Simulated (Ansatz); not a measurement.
NbAg:
```
NbAg
1.0
    0.00000     2.69060     2.69060
    2.69060     0.00000     2.69060
    2.69060     2.69060     0.00000
Ag Nb
1 1
Cartesian
  0.00000   0.00000   0.00000
  2.69060   2.69060   2.69060
```

Relaxed with PBEsol. Special points in fractions of this cell's reciprocal vectors: Γ (0.000, 0.000, 0.000); X (0.500, 0.000, 0.500); U (0.625, 0.250, 0.625); K (0.375, 0.375, 0.750); L (0.500, 0.500, 0.500); W (0.500, 0.250, 0.750).

**Question.** List the band energies nearest the Fermi level at these points for DFT-PBEsol in the program Ansatz with PAW potentials.

**Answer.** In eV from the Fermi level; about four levels below and three above (degenerate sets whole), none deeper than 8.9 eV; points with the same levels are listed once.

| k | below | above |
|---|---|---|
| Γ | -6.19 -6.19 -5.74 -5.74 -5.74 | 1.02 1.02 1.02 |
| X | -4.73 -4.73 -3.76 -0.58 | 0.40 1.73 1.73 |
| U | -4.83 -3.25 -0.74 -0.53 | 0.64 1.47 2.51 |
| L | -3.38 -1.65 -0.94 -0.94 | 1.26 1.26 2.80 |
| W | -2.96 -0.47 -0.47 -0.46 | 1.72 3.29 3.29 |

Space group Fm-3m (rock salt). The start of the workflow was typed in or built on a structure type; neither database checked (COD, Materials Project) lists it. Its standing as an ambient phase is unchecked. Symmetry was held in the PBEsol relaxation. At this level the phase is mechanically unstable. No spin polarisation was allowed. Its formation energy is positive at this level, so the cell may be metastable or incomplete. Spin–orbit coupling is left out wherever it is not named.

Potentials: the later of the program's two PAW sets.
